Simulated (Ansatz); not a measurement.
TaC (rock salt, space group No. 225), a = 4.440 Å, b = 4.440 Å, c = 4.440 Å, α = 90.00°, β = 90.00°, γ = 90.00°; the cell used has 2 atoms.

Relaxed with PBEsol.

Task: Tabulate the valence density and the electron localisation function along the shortest C–Ta contact (2.22 Å), DFT-PBEsol in the program Ansatz with PAW potentials.

Result: 

| distance from C (Å) | density (e/Å³) | ELF |
|---|---|---|
| 0.22 | 1.76 | 0.13 |
| 0.33 | 1.71 | 0.36 |
| 0.44 | 1.54 | 0.59 |
| 0.55 | 1.30 | 0.72 |
| 0.67 | 1.05 | 0.77 |
| 0.78 | 0.83 | 0.74 |
| 0.89 | 0.67 | 0.61 |
| 1.00 | 0.59 | 0.39 |
| 1.11 | 0.58 | 0.24 |
| 1.22 | 0.72 | 0.23 |
| 1.33 | 1.13 | 0.36 |
| 1.44 | 1.88 | 0.57 |
| 1.55 | 2.85 | 0.70 |
| 1.66 | 3.82 | 0.72 |
| 1.78 | 4.46 | 0.64 |
| 1.89 | 4.50 | 0.43 |
| 2.00 | 4.00 | 0.17 |

The density is the valence pseudo-density with augmentation charge, so density and ELF within about 1 Å of a nucleus are not all-electron values.

Space group Fm-3m (rock salt). The cell was relaxed with PBEsol under the symmetry of its start. The run is not spin-polarised. Spin–orbit coupling is left out wherever it is not named.

Potentials: the later of the program's two PAW sets.
